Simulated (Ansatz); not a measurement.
Formation energy of CsCl-type SrOs

The computed numbers are results of PBE, scalar-relativistic (no spin polarisation) in the plane-wave PAW code Ansatz at 420 eV, 10×10×10 k-mesh, Gaussian smearing of 0.05 eV; PAW files: Ansatz's generated set soft_2.

The start was a prototype's sites filled with these elements, not a measured cell.

The structure is cubic, space group Pm-3m (No. 221). Conventional cell: a = 3.600 Å, b = 3.600 Å, c = 3.600 Å, α = 90.00°, β = 90.00°, γ = 90.00°. Around Sr (site symmetry m-3m) lie 8 Os at 3.12 Å. Os (site symmetry m-3m) is surrounded by 8 Sr at 3.12 Å. (Shells end 15 % past the nearest neighbour.)

The elements were computed in their standard states with the same datasets, cutoff and functional. Absolute energies hang on the potentials; compare differences alone.

Energy of the relaxed cell (2 atoms, smearing extrapolated to zero): -14926.040 eV. Elements, in eV/atom: Sr -3544.220, Os -11384.546.

**Question.** What is the formation energy?

**Answer.** [-14926.040 − (1 × -3544.220 + 1 × -11384.546)] / 2 = 1.36 eV/atom, or 132 kJ per mole of atoms.

The value is for 0 K, without zero-point energy. A positive value means that this structure is unstable even against the elements at this level.

These numbers lack spin–orbit coupling.
